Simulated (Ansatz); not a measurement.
NbSi$_{2}$:
```cif
data_Nb3Si6
_chemical_formula_sum 'Nb3 Si6'
_space_group_name_H-M_alt 'P 1'
_space_group_IT_number 1
_cell_length_a 4.79616
_cell_length_b 4.79616
_cell_length_c 6.57790
_cell_angle_alpha 90.000
_cell_angle_beta 90.000
_cell_angle_gamma 120.000
loop_
_space_group_symop_operation_xyz
  'x, y, z'
loop_
_atom_site_label
_atom_site_type_symbol
_atom_site_fract_x
_atom_site_fract_y
_atom_site_fract_z
_atom_site_occupancy
Nb1 Nb 0.50000 0.00000 0.00000 1
Nb2 Nb 0.50000 0.50000 0.33333 1
Nb3 Nb 0.00000 0.50000 0.66667 1
Si1 Si 0.15829 0.31657 0.00000 1
Si2 Si 0.84171 0.15829 0.33333 1
Si3 Si 0.68343 0.84171 0.66667 1
Si4 Si 0.84171 0.68343 0.00000 1
Si5 Si 0.15829 0.84171 0.33333 1
Si6 Si 0.31657 0.15829 0.66667 1
```

Relaxed with r²SCAN.

Q: Tabulate the valence density and the electron localisation function along the shortest Nb–Nb contact (3.25 Å), the program Ansatz at the r²SCAN level (PAW).

A: 

| distance from Nb (Å) | density (e/Å³) | ELF |
|---|---|---|
| 0.32 | 5.16 | 0.56 |
| 0.49 | 4.55 | 0.76 |
| 0.65 | 2.97 | 0.77 |
| 0.81 | 1.50 | 0.62 |
| 0.97 | 0.68 | 0.33 |
| 1.14 | 0.36 | 0.17 |
| 1.30 | 0.25 | 0.18 |
| 1.46 | 0.22 | 0.27 |
| 1.62 | 0.21 | 0.33 |
| 1.79 | 0.22 | 0.27 |
| 1.95 | 0.25 | 0.18 |
| 2.11 | 0.36 | 0.17 |
| 2.27 | 0.68 | 0.33 |
| 2.44 | 1.50 | 0.62 |
| 2.60 | 2.97 | 0.77 |
| 2.76 | 4.55 | 0.76 |
| 2.92 | 5.16 | 0.56 |

The density is the valence pseudo-density with augmentation charge, so density and ELF within about 1 Å of a nucleus are not all-electron values.

Space group P6_222. The cell was relaxed with r²SCAN under the symmetry of its start. No spin polarisation was allowed.

Potentials: the later of the program's two PAW sets.
